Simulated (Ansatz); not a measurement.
MgTl (Pm-3m): elasticity against pressure

```
Mg Tl
1.0
     3.61868    0.00000    0.00000
     0.00000    3.61868    0.00000
     0.00000    0.00000    3.61868
Mg Tl
1 1
Direct
  0.00000 0.00000 0.00000
  0.50000 0.50000 0.50000
```

This is the zero-pressure cell. At each pressure cell and atoms are relaxed in this structure, and the constants are slopes of the stress at strains of ±0.005 with relaxed ions (the coefficients that govern stability under load). Level: PBEsol, PAW on Ansatz 0.2.0's default frozen-core files (fitted under PBE), scalar-relativistic; k mesh 14×14×14, strains of ±0.005, Fermi-Dirac smearing of 0.100 eV, cutoff 420 eV. P is the pressure of the relaxed cell, less that of this one.

```
P (GPa)    V/V₀  C11 (GPa)  C12 (GPa)  C44 (GPa)
   0.00  1.0000       45.2       36.9        8.8
   0.99  0.9767       53.2       40.2       10.3
   2.07  0.9546       61.2       43.8       11.9
   4.03       ?          ?          ?          ?
   7.02  0.8790       92.5       60.9       18.6
  10.01  0.8457      108.5       71.5       22.0
  15.02  0.8017      132.9       89.3       27.7
```

Problem. Does the bulk modulus from the constants agree with the pressure-volume curve?

Solution. A third-order Birch-Murnaghan fit to the volumes shown (F against f, f = [(V₀/V)^(2/3) − 1]/2) gives B₀ = 39.8 GPa and B′ = 4.8. Its −V dP/dV stands beside (C11 + 2C12)/3:

```
P (GPa)  from P(V)  from the constants
   0.00       39.8                39.6
   0.99       44.5                44.5
   2.07       49.5                49.6
   7.02       71.4                71.5
  10.01       84.1                83.9
  15.02      104.8               103.8
```

Problem. What are the pressure derivatives at zero pressure?

Solution. Slopes at V₀ of quadratic fits in −ln(V/V₀) through the first four rows shown, divided by B₀: dC11/dP = 8.4, dC12/dP = 3.2, dC44/dP = 1.6. The mean slopes up to 2.1 GPa are 7.8, 3.3, 1.5; curvature and scatter of the constants part the two. The combination (dC11/dP + 2 dC12/dP)/3 = 4.9 stands against B′.

Problem. Fill the row at 4.03 GPa.

Solution. Cubic fits in −ln(V/V₀) through all rows shown give C11 = 74.6, C12 = 50.5, C44 = 14.7 GPa. Computed: V/V₀ = 0.9204, C11 (GPa) = 74.6, C12 (GPa) = 50.5, C44 (GPa) = 14.7.

Problem. Does a shear stiffness soften?

Solution. C44 goes from 8.8 to 27.7 GPa; (C11 − C12)/2 goes from 4.1 to 21.8 GPa. Neither ends more than 3 % under its start, and the lattice stays mechanically stable over this range.

Caveats: no other phase was computed; many crystals of this kind change structure within this range, and rows or crossings beyond such a change describe a metastable lattice; frozen-core PAW files fitted under PBE, their cores solved anew for the functional of the run; responses of metals move with mesh and smearing; no spin-orbit coupling on heavy atoms; the softest shear constant rests on one k mesh, and a soft shear can herald a distortion on cooling; phonons weren't checked at these pressures.
